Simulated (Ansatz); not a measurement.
## Thermal properties of ScCd from its phonons

Method: DFT PBEsol, scalar-relativistic, plane waves, PAW in Ansatz 0.2.0. Cutoff 420 eV, 12×12×12 k-points (Γ-centred), Fermi-Dirac smearing of 0.15 eV. No spin polarisation. Phonons by linear response, acoustic sum rule imposed.

Relaxed structure:
```yaml
crystal:
  lattice:
    - [3.48597, 0.00000, 0.00000]
    - [0.00000, 3.48597, 0.00000]
    - [0.00000, 0.00000, 3.48597]
  atoms:
    - { symbol: Sc, position: [0.50000, 0.50000, 0.50000] }
    - { symbol: Cd, position: [0.00000, 0.00000, 0.00000] }
```

In a metal, frequencies and elastic constants depend on the k mesh and the smearing, soft modes and shear constants most. Some empty bands missed the eigensolver's threshold. The q mesh is coarse, so values between its points are rough.

Force constants from linear response on a 2×2×2 q mesh, interpolated to a fine mesh.

Q: How much zero-point energy does an atom carry?

A: 24.1 meV.

Q: How large are the vibrational entropy and heat capacity at 300 K?

A: S = 4.86 k_B and C_V = 2.89 k_B per atom, 96 % of the Dulong–Petit value.

Q: Tabulate them against temperature.

A:
```csv
T (K),F_vib (meV/atom),S (k_B/atom),C_V (k_B/atom)
100,17.1,1.96,2.22
200,-7.9,3.71,2.76
300,-45.2,4.86,2.89
400,-90.8,5.70,2.94
500,-142.9,6.36,2.96
600,-200.1,6.90,2.97
700,-261.6,7.36,2.98
800,-326.7,7.76,2.98
900,-395.1,8.11,2.99
1000,-466.3,8.42,2.99
```

Whether ScCd exists in this form wasn't checked.